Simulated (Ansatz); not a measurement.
## Structure search: one Sn₃Cl₅ candidate

Computed with DFT PBE, scalar-relativistic, plane waves, PAW in Ansatz 0.2.0. Cutoff 420 eV, Gaussian smearing, Γ-centred meshes. Cell and atoms relax first on a coarse mesh and then on a finer one. In between, the cell is made exact in the group found at 0.06 Å. In metals the finer mesh still leaves noise of several meV/atom or more. The steps can't lower the symmetry of their start. No spin polarisation.

The guess for Sn₃Cl₅ was made by a generator: random cell by space group and Wyckoff sites (Pm-3m, No. 221). Its size is a rough estimate.

```
Sn Cl
1.0
     6.39264    0.00000    0.00000
     0.00000    6.39264    0.00000
     0.00000    0.00000    6.39264
Sn Cl
3 5
Direct
  0.00000 0.50000 0.50000
  0.50000 0.00000 0.50000
  0.50000 0.50000 0.00000
  0.50000 0.00000 0.00000
  0.00000 0.50000 0.00000
  0.00000 0.00000 0.50000
  0.00000 0.00000 0.00000
  0.50000 0.50000 0.50000
```

The zero of energy is the elements' standard structures at the same level (Cl₂ as a molecule); no fitted shifts are applied. The references include grey tin.

Task: What does it relax into?

Result: The symmetry stays Pm-3m (No. 221). The volume per atom shrinks by 12.2 %, from 32.7 to 28.7 Å³. The shortest distance goes from 3.20 Å (Sn–Cl and Cl–Cl) to 3.06 Å (Sn–Cl and Cl–Cl). Conventional cell: a = 6.122 Å. Sn is surrounded by 6 Cl at 3.06 Å; Cl on a site of symmetry 4/mmm is surrounded by 2 Cl at 3.06 Å and 4 Sn at 3.06 Å; Cl on a site of symmetry m-3m is surrounded by 6 Cl at 3.06 Å (long against covalent radii, as for large ions); Cl on a second site of symmetry m-3m is surrounded by 6 Sn at 3.06 Å.

```cif
data_structure
_symmetry_space_group_name_H-M 'Pm-3m'
_symmetry_Int_Tables_number 221
_cell_length_a 6.1216
_cell_length_b 6.1216
_cell_length_c 6.1216
_cell_angle_alpha 90.000
_cell_angle_beta 90.000
_cell_angle_gamma 90.000
_cell_volume 229.40
loop_
_atom_site_label
_atom_site_type_symbol
_atom_site_symmetry_multiplicity
_atom_site_Wyckoff_symbol
_atom_site_fract_x
_atom_site_fract_y
_atom_site_fract_z
_atom_site_occupancy
Sn1 Sn 3 c 0.00000 0.50000 0.50000 1
Cl1 Cl 3 d 0.50000 0.00000 0.00000 1
Cl2 Cl 1 a 0.00000 0.00000 0.00000 1
Cl3 Cl 1 b 0.50000 0.50000 0.50000 1
```

Task: How does it come out in energy, and is it a metal?

Result: The formation energy is −0.35 eV/atom and the gap on the 6×6×6 mesh of the 8-atom cell is 0 eV (a metal).

It lies below the elements, which doesn't yet make it stable against other compounds or structures.

The last run used Gaussian smearing of 0.10 eV. An odd number of electrons in the primitive cell allows no gap without spin; a larger cell or a magnetic state could open one. The cell is a metal run without spin; a magnetic state may lie lower. Symmetry constrained the relaxation, so the result can be a saddle point. In all, the 3 runs took 63 s on 1 thread of AMD EPYC 7B13 (Zen 3), on a shared host.
